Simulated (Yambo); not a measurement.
# Optical response of Na3MoO3F3

```
CELL_PARAMETERS angstrom
      2.78347     1.60704     4.83540
     -2.78347     1.60704     4.83540
      0.00000    -3.21407     4.83540
ATOMIC_POSITIONS crystal
  O  0.68868 0.90602 0.25466
  O  0.25466 0.68868 0.90602
  O  0.90602 0.25466 0.68868
  F  0.35979 0.12880 0.82407
  F  0.82407 0.35979 0.12880
  F  0.12880 0.82407 0.35979
  Na 0.22602 0.22602 0.22602
  Na 0.50992 0.50992 0.50992
  Na 0.72763 0.72763 0.72763
  Mo 0.00022 0.00022 0.00022
```

Yambo, RPA with local fields on PBEsol bands; 4×4×4 mesh, 115 bands, 3 Ry local-field block, 0.2 eV broadening; field along z.

| E (eV) | Im ε | Re ε | Im ε, independent particles |
|---|---|---|---|
| 0.0 | 0.00 | 2.27 | 0.00 |
| 0.5 | 0.00 | 2.28 | 0.00 |
| 1.0 | 0.00 | 2.29 | 0.01 |
| 1.5 | 0.01 | 2.30 | 0.02 |
| 2.0 | 0.01 | 2.32 | 0.02 |
| 2.5 | 0.01 | 2.35 | 0.03 |
| 3.0 | 0.02 | 2.40 | 0.04 |
| 3.5 | 0.03 | 2.46 | 0.07 |
| 4.0 | 0.05 | 2.55 | 0.13 |
| 4.5 | 0.18 | 2.67 | 0.45 |
| 5.0 | 0.17 | 2.61 | 0.45 |
| 5.5 | 0.26 | 2.86 | 1.07 |
| 6.0 | 0.60 | 2.89 | 3.20 |
| 6.5 | 0.69 | 2.77 | 1.68 |
| 7.0 | 0.61 | 2.65 | 0.93 |
| 7.5 | 0.75 | 2.87 | 1.44 |
| 8.0 | 0.85 | 3.14 | 2.34 |
| 8.5 | 1.52 | 3.17 | 2.55 |
| 9.0 | 2.04 | 2.76 | 3.73 |
| 9.5 | 1.91 | 2.21 | 3.07 |
| 10.0 | 2.39 | 2.53 | 1.58 |
| 10.5 | 2.54 | 0.84 | 0.98 |
| 11.0 | 1.69 | 0.83 | 1.11 |
| 11.5 | 1.41 | 0.88 | 1.09 |
| 12.0 | 1.06 | 0.90 | 0.93 |
| 12.5 | 0.85 | 0.96 | 0.84 |
| 13.0 | 0.75 | 1.19 | 0.81 |
| 13.5 | 0.78 | 1.36 | 0.90 |
| 14.0 | 0.91 | 1.49 | 1.10 |
| 14.5 | 1.05 | 1.47 | 1.20 |
| 15.0 | 1.08 | 1.43 | 1.25 |
| 15.5 | 1.17 | 1.29 | 1.36 |
| 16.0 | 1.11 | 1.20 | 1.30 |
| 16.5 | 1.11 | 1.20 | 1.30 |
| 17.0 | 1.22 | 1.07 | 1.37 |
| 17.5 | 1.13 | 1.06 | 1.29 |
| 18.0 | 1.14 | 0.83 | 1.23 |
| 18.5 | 0.92 | 0.75 | 1.04 |
| 19.0 | 0.80 | 0.85 | 1.01 |
| 19.5 | 0.79 | 0.91 | 1.26 |
| 20.0 | 0.91 | 1.09 | 1.10 |

Peak heights and small wiggles depend on the k mesh. Convergence of the RPA response with its 4×4×4 mesh was not tested. No excitonic effects at this level.

Spin-orbit coupling is not included.

Geometry of the Materials Project entry, not relaxed at this level.
